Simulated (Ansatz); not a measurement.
Crystal: ZrC, rock salt type, 2 atoms in the cell.

Theory: HSE06, plane waves, PAW datasets (generated hard set) in Ansatz 0.2.0 development build.

Cutoff 700 eV; exchange singularity: regularized; k-mesh 4×4×4 Γ-centred; Fermi–Dirac smearing of 0.1 eV; no spin polarisation.

**Question.** What equilibrium volume, lattice constant and bulk modulus does this give?

**Answer.** V₀ = 12.852 Å³/atom (a₀ = 4.685 Å), B₀ = 228 GPa, B₀′ = 4.34. The points behind the fit:

| V (Å³/atom) | a (Å) | E − E(min) (meV/atom) | P (GPa) |
| --- | --- | --- | --- |
| 12.016 | 4.5809 | 43.48 | 17.78 |
| 12.408 | 4.6302 | 11.47 | 8.66 |
| 12.800 | 4.6784 | 0.00 | 0.93 |
| 13.191 | 4.7256 | 5.96 | -5.63 |
| 13.583 | 4.7720 | 26.75 | -11.23 |

The stress includes the program's correction for the finite plane-wave basis.

The k-mesh is coarse, so these values belong to this mesh and can lie far from the converged ones. Potentials made with PBE were used with another functional.
